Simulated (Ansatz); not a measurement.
HfPt$_{3}$ in space group P6_3/mmc (No. 194; Hf on 2a, Hf on 2c, Pt on 6g, Pt on 6h) at seven volumes, PBEsol (plane waves, PAW; program Ansatz), shape and atoms relaxed at each. One row is withheld.

```
V (Å³/atom)  P (GPa)
-----------  -------
14.409         30.54
14.884         18.51
15.359             ?
15.834          0.00
16.309         -7.06
16.784        -12.96
17.259        -17.88
```

Problem. Fit the shown pressures and predict the withheld one.

Solution. Third-order Birch–Murnaghan: P = (3/2)B₀(x^(7/2) − x^(5/2))[1 + (3/4)(B′ − 4)(x − 1)] with x = (V₀/V)^(2/3). Least squares on the six rows gives V₀ = 15.834 Å³/atom, B₀ = 256.6 GPa, B′ = 4.93. At V = 15.359, x = 1.0205 and P = 8.43 GPa. The run itself gave 8.44 GPa.

The first step of the workflow began from a Materials Project structure, measured or hypothetical; the Crystallography Open Database files this formula in space group No. 194, but the cells were not matched. Whether it is the stable phase at ambient conditions was not checked. The PBEsol relaxation kept the symmetry of its start; whether a distortion lowers the energy is not shown. No spin polarisation was allowed. Spin–orbit coupling is left out wherever it is not named.

Potentials: the later of the program's two PAW sets.
